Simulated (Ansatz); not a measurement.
The relaxed structure here is a generated cell of Pd: the first start was made by a random draw of sites in a space group, and the end was not matched to a known phase here, so it may be hypothetical. Known forms of Pd include space group No. 225.

A relaxed cell of Pd (P6/mmm (No. 191)), relaxed on a k-mesh at least as fine as the one used below. All values below come from PBEsol (plane waves to 420 eV, PAW, scalar-relativistic; Ansatz, an electronic-structure program). Γ-centred k-mesh 14×14×6 on the run's cell (coarser than for final values), Fermi–Dirac smearing 0.05 eV.

```
Pd
1.0
    2.64668     0.00000     0.00000
   -1.32334     2.29209     0.00000
    0.00000     0.00000     5.18627
Pd
2
Direct
  0.00000   0.00000   0.25000
  0.00000   0.00000   0.75000
```

The atoms are displaced by (Å):

```tsv
atom	ux	uy	uz
Pd1	0.003	0.061	0.034
Pd2	0.007	0.045	-0.109
```

Problem. What forces (eV/Å) and pressure result?

Solution. 
```
atom    Fx     Fy     Fz
----  ----  -----  -----
Pd1   0.00   0.01  -1.43
Pd2   0.00  -0.01   1.43
```

Pressure +2.3 GPa.

Problem. Estimate the energy cost of the displacement in the harmonic approximation and compare with the calculation.

Solution. For a harmonic well ΔE = −½ Σ F·u = 0.102 eV a cell, or 51 meV/atom. The calculated energy relative to the undisplaced cell is +0.05 eV/atom, so the harmonic estimate holds well.

The undisplaced cell is probably no minimum: from this displacement the run went on to P6₃/mmc (No. 194), 0.26 eV/atom below it.

No spin polarisation in the result.
